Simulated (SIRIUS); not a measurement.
SIRIUS run on MoS2 (R3m, 3 atoms in the cell; from Materials Project mp-1434, changed as shown): self-consistent single point.

Computed with LDA (PW92), PseudoDojo 0.4 standard norm-conserving LDA (tails mended) pseudopotentials (plane waves; SIRIUS).

The change in words: volume scaled by 0.96. Reference geometry (R3m):
```
MoS2
1.0
    1.59215     0.91923     6.48210
   -1.59215     0.91923     6.48210
    0.00000    -1.83846     6.48210
Mo S
1 2
Cartesian
  0.00000   0.00000  19.44202
  0.00000   0.00000   8.03010
  0.00000   0.00000   4.92581
```

Reference input (self-consistent single point, DFT, LDA (PW92), plane waves, PseudoDojo 0.4 standard norm-conserving LDA (tails mended) pseudopotentials): parameters.ngridk = 6 6 6; parameters.xc_functionals = [XC_LDA_X, XC_LDA_C_PW]; parameters.gk_cutoff = 8.944 1/bohr; parameters.pw_cutoff = 17.889 1/bohr; parameters.smearing = gaussian; parameters.smearing_width = 0.000367493 Ha; potentials = PseudoDojo 0.4 standard norm-conserving LDA (tails mended) pseudopotentials; parameters.electronic_structure_method = pseudopotential; parameters.num_bands = 17; parameters.num_mag_dims = 0; parameters.num_dft_iter = 100; parameters.energy_tol = 1e-07 Ha. This run's input differs from it in these lines:

```diff
@@ -32,7 +32,7 @@
     "lattice_vectors": [
-      [0.2363022185, 0.1364291152, 0.9620542101],
-      [-0.2363022185, 0.1364291152, 0.9620542101],
-      [0.0, -0.2728582303, 0.9620542101]
+      [0.2363022181, 0.1364291781, 0.9620542024],
+      [-0.2363022181, 0.1364291781, 0.9620542024],
+      [0.0, -0.2728582058, 0.9620542024]
     ],
-    "lattice_vectors_scale": 12.73254,
+    "lattice_vectors_scale": 12.560459,
     "atom_coordinate_units": "lattice",
```

The program printed (abridged):

```
[find] density tolerance         : 1e-06
[find] total energy tolerance    : 1e-07
[find] iter_solver_tol (initial) : 0.01
[find] iter_solver_tol (target)  : 1e-13
[find] num_dft_iter              : 100
Charges and magnetic moments
--------------------------------------------------------------------------------
total charge          : 26.000000
[find] | SCF iteration   0 out of 100|
[diagonalize] iterative solver tolerance (occupied, empty): 0.01 0.01
[diagonalize] average number of iterations: 2.09375
[find] Charges and magnetic moments
[find] total charge          : 26.000000
[find] Energy
   [... lines left out ...]

[find] Charges and magnetic moments
[find] total charge          : 26.000000
[find] Energy
[find] smearing (-TS)                 :       0.00000000
[find] Total energy                   :     -92.59461214 (Ha),    -185.18922428 (Ry)
[find] Free energy (E-TS)             :     -92.59461214 (Ha),    -185.18922428 (Ry)
[find] band gap (eV)                  :       1.07749261
[find] Efermi                         :       0.39553955
[find] iteration : 18, RMS (target) : 4.3924e-07 (1.0000e-06) , energy difference (target) : -4.9708e-10 (1.0000e-07)
[find] bands are converged : true
[find] iterative solver converged : false
[find] converged after 19 SCF iterations!
[find] Charges and magnetic moments
[find] total charge          : 26.000000
[find] Energy
[find] smearing (-TS)                 :       0.00000000
[find] Total energy                   :     -92.59461214 (Ha),    -185.18922428 (Ry)
[find] Free energy (E-TS)             :     -92.59461214 (Ha),    -185.18922428 (Ry)
[find] band gap (eV)                  :       1.07749261
[find] Efermi                         :       0.39553955
[ground_state] === stress tensor components [kbar] ===
[ground_state] === stress_total ===
[ground_state]     6.653154    0.000000    0.000000
[ground_state]     0.000000    6.653156   -0.000000
[ground_state]     0.000000   -0.000000  -19.119547
[ground_state] ==== total Forces in Ha/bohr =====
[ground_state] atom:    0, force:       0.0000000     -0.0000000     -0.0000081
[ground_state] atom:    1, force:       0.0000000      0.0000000      0.0075471
[ground_state] atom:    2, force:       0.0000000     -0.0000000     -0.0075389
```

The run converged in 19 iterations. SIRIUS prints the stress tensor with tension positive. Against the reference run the free energy drops by 13.3 meV/atom, the pressure goes from -5.62 to 0.19 GPa, the largest force goes from 0.306 to 0.388 eV/Å and the gap on the mesh goes from 1.052 to 1.077 eV.

The structure comes from a collection of computed structures, made at another level of theory; the collection holds predicted forms beside known ones.

Cost on one core: around 5 core-minutes (rough).

The gap that the log prints is read on the run's mesh, which can miss the band edges or a crossing.

“Tails mended”: in these copies of the files the far tail of each local potential was reset to the Coulomb form.
